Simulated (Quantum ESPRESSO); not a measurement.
# PdHf7: a guest atom moved from site to site

Computed values, not a measurement. The program is pw.x of Quantum ESPRESSO 7.5 (plane-wave density functional theory). The cell is made up: eight metal atoms on a hexagonal close-packed lattice, with elements, volume, strain and displacements drawn at random and not relaxed, so it may be unstable or far from any real phase. PseudoDojo standard norm-conserving files set the functional (PBE unless stated); there is no spin polarisation or spin-orbit coupling, the Fermi-Dirac width of 0.25 eV means electrons at about 2900 K, and the masses in the input are unused placeholders. Heavy elements are run without spin-orbit coupling, which real alloys of them have. A spin test at this wide smearing found no moment, but such smearing suppresses magnetism that the real alloy may have.

The runs move one Pd atom among sites that otherwise hold Hf. Cell, positions, cutoff, mesh and smearing stay as in the input of run 1; sites are counted in its order. Stress in the tables is positive in tension.

Input of run 1:

```
&control calculation='scf', pseudo_dir='./dojo.nc.sr.pbe.v0_5.standard.upf', outdir='./o', disk_io='minimal', tprnfor=.true., tstress=.true. /
&system ibrav=0, nat=8, ntyp=2, nbnd=69, ecutwfc=82.02448710, nosym=.true., tot_charge=0,
 occupations='smearing', smearing='fd', degauss=0.0183746611
/
&electrons conv_thr=1.470e-08, electron_maxstep=70, mixing_beta=0.5 /
ATOMIC_SPECIES
Hf 1.0 Hf.upf
Pd 1.0 Pd.upf
CELL_PARAMETERS angstrom
3.0378 0.0151 0.0173
1.4789 -2.6655 -4.7864
1.5311 7.9373 -4.7367
ATOMIC_POSITIONS angstrom
Pd -0.046 0.0062 0.0949
Hf 1.4118 2.6191 -4.7086
Hf 1.4354 -0.9325 -2.4132
Hf 2.9908 1.7218 -7.0984
Hf 3.1681 5.1505 -4.763
Hf 2.9393 0.0191 -4.7492
Hf 3.08 1.7684 -2.408
Hf 4.4946 4.4338 -7.1221
K_POINTS automatic
8 4 3 1 1 1
```

| run | elements on sites 1 to 8 | free energy less that of run 1 (eV) | -TS (eV) | pressure (GPa) | stress xx (GPa) | stress yy (GPa) | stress zz (GPa) | stress yz (GPa) | stress xz (GPa) | stress xy (GPa) | iterations |
| --- | --- | --- | --- | --- | --- | --- | --- | --- | --- | --- | --- |
| 1 | Pd Hf Hf Hf Hf Hf Hf Hf | 0.000 | -1.607 | 16.82 | -17.11 | -14.24 | -19.12 | 0.28 | 0.84 | 1.16 | 21 |
| 2 | Hf Pd Hf Hf Hf Hf Hf Hf | -0.337 | -1.662 | 15.96 | -15.63 | -13.29 | -18.94 | 0.36 | 0.32 | 0.45 | 20 |
| 3 | Hf Hf Hf Hf Pd Hf Hf Hf | -0.110 | -1.599 | 16.83 | -16.70 | -14.00 | -19.79 | 0.44 | 0.41 | 0.21 | 21 |
| 4 | Hf Hf Hf Hf Hf Pd Hf Hf | -0.031 | -1.679 | 16.29 | -16.59 | -13.39 | -18.88 | 0.09 | 0.88 | 0.89 | 21 |
| 5 | Hf Hf Hf Hf Hf Hf Hf Pd | -0.205 | -1.639 | 16.22 | -16.05 | -13.76 | -18.85 | 0.26 | 0.00 | 0.81 | 21 |

Forces Fx Fy Fz (eV/Å):

| site | run 1 | run 2 | run 3 | run 4 | run 5 |
| --- | --- | --- | --- | --- | --- |
| 1 | 0.01 -0.03 -0.55 | 0.09 -0.31 -1.47 | -0.03 -1.06 -1.19 | 0.05 0.13 -1.89 | 0.00 -0.99 -0.25 |
| 2 | 0.73 -0.21 -0.66 | 0.31 0.00 -0.25 | 0.39 0.83 -1.01 | 0.82 -1.13 -0.42 | 0.63 0.14 -0.51 |
| 3 | 0.01 0.42 1.30 | 0.02 0.55 1.04 | 0.16 0.34 0.93 | 0.04 1.12 0.14 | 0.11 -0.04 1.27 |
| 4 | 0.25 0.26 -0.21 | 0.28 0.65 0.55 | 0.17 0.76 -1.08 | 0.24 0.05 -0.03 | 0.38 1.25 -0.59 |
| 5 | -0.92 1.87 0.44 | -0.65 -0.12 1.06 | -0.49 0.63 0.20 | -0.87 1.29 0.82 | -0.85 0.95 -0.67 |
| 6 | 0.02 -1.33 0.05 | 0.03 0.08 -0.57 | -0.04 -0.40 -0.13 | 0.04 -0.13 -0.13 | -0.03 -0.41 -0.30 |
| 7 | -0.48 -0.54 1.07 | -0.30 0.30 -0.12 | -0.36 -0.47 1.22 | -0.59 -0.29 1.59 | -0.44 -0.40 1.09 |
| 8 | 0.40 -0.43 -1.43 | 0.21 -1.16 -0.24 | 0.20 -0.62 1.06 | 0.27 -1.03 -0.08 | 0.19 -0.50 -0.03 |

The sites are displaced and not relaxed, so the energy differences mix bonding between neighbours with strain and are not ordering energies. A rerun of one cell of this series at a higher cutoff and on a denser mesh moved values by no more than 0.003 eV in energy, 0.03 GPa in stress and 0.006 eV/Å in force, and a second program with other atomic files agreed on that cell to 2 % rms in force and 0.5 GPa in pressure.